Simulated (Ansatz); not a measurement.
**Ti (dhcp): energy against volume**

Level of theory: Ansatz 0.2.0, DFT, PBEsol, plane waves (420 eV) with PAW, scalar-relativistic. (PAW data from PBE, frozen cores regenerated.)

The cell is scaled uniformly from the relaxed one, with fractional coordinates and shape fixed. Energies are extrapolated to zero smearing, pressures are those at the given smearing. Magnetic state: spin not included.

A Birch-Murnaghan fit gives V₀ = 16.80 Å³/atom, B₀ = 117 GPa, B₀′ = 3.4.

Problem. What are the energy above the minimum and the pressure at 17.488 Å³/atom?

Solution. 9.8 meV/atom and -4.24 GPa as computed.

Problem. What are the energy above the minimum and the pressure at 18.161 Å³/atom?

Solution. 36.1 meV/atom and -7.81 GPa as computed.

Problem. What are the energy above the minimum and the pressure at 18.833 Å³/atom?

Solution. 76.2 meV/atom and -10.80 GPa as computed.
